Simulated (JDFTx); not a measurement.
```yaml
surface: MgB2(0001), Mg outermost, slab composition Mg3B4
bulk: MgB2, P6/mmm, lattice of mp-763 (not re-optimised)
slab: 7 atoms in 5 planes, 1x1, 6.9 Å between the outermost planes
in-plane cell: 3.063 × 3.063 Å, 8.12 Å²
cell_height: 23.0 Å
sampling: 8×8×1 k mesh, Fermi smearing 0.01 Ha, no spin polarisation
```

Whether this polymorph is the ambient one wasn't checked.

Method: PBE, GBRV ultrasoft potentials, plane waves to 20/100 Ha, in a modified build of JDFTx. Liquid: linear PCM (GLSSA13), water, 1 M NaF. The neutral cell holds 42 valence electrons and has two faces of 8.124 Å² each. Last filling lines of the neutral and of a charged run (μ in hartree, zero in the bulk liquid):

```
FillingsUpdate:  mu: -0.140838136  nElectrons: 42.000000
FillingsUpdate:  mu: -0.150463343  nElectrons: 41.918900
```

A calculation by hand: both potentials, by the convention U = −μ/e − 4.44 V vs SHE, the surface charge density and the mean capacitance.

U_pzc = 0.14084 × 27.2114 − 4.44 = -0.61 V; U = 0.15046 × 27.2114 − 4.44 = -0.35 V. The cell has -0.0811 excess electrons, a net charge of 0.0811 e, shared by two faces: σ = 0.0811 e / (2 × 8.124 Å²) = 0.00499 e/Å² = 8.0 μC/cm² (1 e/Å² = 1602.18 μC/cm²). C = σ/(U − U_pzc) = 8.0/0.26 ≈ 31 μF/cm².
